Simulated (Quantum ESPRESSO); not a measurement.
## Ge in SiC: quadrupolar couplings

Host, cell and atoms relaxed with PBE and no dispersion term (field gradients by PBE PAW (JTH datasets; density from pw.x of a modified build of Quantum ESPRESSO, gradients reconstructed from it by a script), 20 Ha, k-mesh 5×5×5 through Γ):

```csv
site,site symmetry,Vzz (a.u.),η_Q,∣C_Q∣ (MHz)
"Si (atoms 1, 3, 5, 7)",-43m,0,–,–
"C (atoms 2, 4, 6, 8)",-43m,0,–,–
```

Its cell: a = b = c = 4.380 Å, α = β = γ = 90.00°.

Changed cell (atom 1 is the new one; 20 Ha, k-mesh 5×5×5 through Γ):

```yaml
crystal:
  lattice:
    - [4.43406, 0.00000, 0.00000]
    - [0.00000, 4.43406, 0.00000]
    - [0.00000, 0.00000, 4.43406]
  atoms:
    - { symbol: Ge, position: [0.25000, 0.25000, 0.75000] }
    - { symbol: C, position: [0.99243, 0.99243, 0.00757] }
    - { symbol: Si, position: [0.25000, 0.75000, 0.25000] }
    - { symbol: C, position: [0.99243, 0.50757, 0.49243] }
    - { symbol: Si, position: [0.75000, 0.25000, 0.25000] }
    - { symbol: C, position: [0.50757, 0.99243, 0.49243] }
    - { symbol: Si, position: [0.75000, 0.75000, 0.75000] }
    - { symbol: C, position: [0.50757, 0.50757, 0.00757] }
```
The cell was made here from a computed Materials Project entry: one of 4 Si replaced by Ge, cell and atoms relaxed (PBE without dispersion, pw.x of Quantum ESPRESSO, symmetry kept). The parent is SiC in F-43m. The swapped cell is a model, not a known phase. Stability against distortions was not tested.

Quadrupole moments taken as inputs (sizes, barn, from the tables of PySCF and pymatgen): ⁷³Ge 0.196.

Convention: |Vzz| is the largest principal value, η_Q = (Vxx − Vyy)/Vzz, |C_Q| = |eQVzz/h|. Cores are frozen. Against all-electron runs on small test molecules, this scheme's |Vzz| missed by +9 % on C, −6 % on Si.

### Question
What do the sites of the changed cell show?

### Answer
```
site                  distance to atom 1 (Å)  Vzz (a.u.)   η_Q  ∣C_Q∣ (MHz)
--------------------  ----------------------  ----------  ----  -----------
Ge (atom 1)                                –           0     –            0
C (atoms 2, 4, 6, 8)                    1.98       0.077  0.00            –
Si (atoms 3, 5, 7)                      3.14      -0.059  0.00            –
```
The swap repeats in every cell, so this is an ordered compound and not a dilute impurity.
